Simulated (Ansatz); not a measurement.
The relaxed structure here is a generated cell of FeNi: the first start was made by placing the elements on the sites of a structure type, and the end was not matched to a known phase here, so it may be hypothetical.

A relaxed cell of FeNi (Fd-3m (No. 227)), relaxed on a k-mesh at least as fine as the one used below. Method: PBEsol (plane waves to 420 eV, PAW, scalar-relativistic; Ansatz, a program for electronic structure). Γ-centred k-mesh 10×10×5 on the run's cell (coarser than for final values), Fermi–Dirac smearing 0.05 eV.

```xyz
8
Lattice="0.0000 2.7904 2.7904 2.7904 0.0000 2.7904 5.5808 5.5808 0.0000" Properties=species:S:1:pos:R:3 pbc="T T T"
Fe     4.1856     4.1856     4.1856
Fe     6.9760     6.9760     4.1856
Fe     2.7904     2.7904     2.7904
Fe     5.5808     5.5808     2.7904
Ni     0.0000     0.0000     0.0000
Ni     2.7904     2.7904     0.0000
Ni     1.3952     1.3952     1.3952
Ni     4.1856     4.1856     1.3952
```
Spin-polarised start, with parallel moments on Fe.

The atoms are displaced by (Å):

```json
[
 {"atom": "Fe1", "ux": "-0.129", "uy": "0.160", "uz": "0.120"},
 {"atom": "Fe2", "ux": "-0.012", "uy": "0.089", "uz": "0.067"},
 {"atom": "Fe3", "ux": "0.060", "uy": "0.040", "uz": "0.038"},
 {"atom": "Fe4", "ux": "-0.077", "uy": "0.063", "uz": "0.043"},
 {"atom": "Ni5", "ux": "0.027", "uy": "0.007", "uz": "-0.018"},
 {"atom": "Ni6", "ux": "0.029", "uy": "0.147", "uz": "-0.139"},
 {"atom": "Ni7", "ux": "0.048", "uy": "-0.053", "uz": "0.035"},
 {"atom": "Ni8", "ux": "-0.016", "uy": "-0.017", "uz": "-0.165"}
]
```

Task: What forces (eV/Å) and pressure result?

Result: 
| atom | Fx | Fy | Fz |
|---|---|---|---|
| Fe1 | 1.14 | -1.16 | -1.15 |
| Fe2 | 0.40 | -0.01 | -1.18 |
| Fe3 | -0.67 | 0.69 | 0.19 |
| Fe4 | 0.71 | -0.63 | -0.77 |
| Ni5 | 0.32 | 0.25 | 0.50 |
| Ni6 | -0.98 | -1.20 | 0.89 |
| Ni7 | -0.28 | 0.93 | -0.20 |
| Ni8 | -0.63 | 1.12 | 1.72 |

Pressure +4.0 GPa.

Task: Estimate the energy cost of the displacement in the harmonic approximation and compare with the calculation.

Result: For a harmonic well ΔE = −½ Σ F·u = 0.688 eV a cell, or 86 meV/atom. The calculated energy relative to the undisplaced cell is +0.08 eV/atom, so the harmonic estimate holds well.

The undisplaced cell is probably no minimum: from this displacement the run went on to I4₁/amd (No. 141), 0.05 eV/atom below it.

Spin state reached: ferromagnetic (net 1.59 μB/atom), from parallel starting moments; other spin orders were not run from this start.
